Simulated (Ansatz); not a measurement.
Si2Ni:
```
Si2Ni
1.0
    0.00000     2.67423     2.67423
    2.67423     0.00000     2.67423
    2.67423     2.67423     0.00000
Si Ni
2 1
Direct
  0.25000   0.25000   0.25000
  0.75000   0.75000   0.75000
  0.00000   0.00000   0.00000
```

Relaxed with LDA. Special points in fractions of this cell's reciprocal vectors: Γ (0.000, 0.000, 0.000); X (0.500, 0.000, 0.500); U (0.625, 0.250, 0.625); K (0.375, 0.375, 0.750); L (0.500, 0.500, 0.500); W (0.500, 0.250, 0.750).

Q: List the band energies nearest the Fermi level at these points for LDA (plane waves, PAW; program Ansatz).

A: In eV from the Fermi level; about four levels below and three above (degenerate sets whole), none deeper than 8.9 eV; points with the same levels are listed once.

```tsv
k	below	above
Γ	-5.45 -5.45 -5.45 -3.71 -3.71 -0.16	1.76 1.76 1.76
X	-3.82 -3.82 -3.63 -3.28 -0.40	1.32 7.76 8.46 8.46
U	-4.02 -3.63 -3.07 -2.76	0.21 3.62 4.75
L	-3.52 -3.52 -1.52 -1.52	1.76 1.85 1.85
W	-3.93 -3.93 -3.82 -3.35 -2.56	2.28 2.28 4.59
```

Space group Fm-3m (fluorite or antifluorite type). The cell was relaxed with LDA under the symmetry of its start; of distortions, only those at the zone centre were tested. No spin polarisation was allowed.

Potentials: the later of the program's two PAW sets.
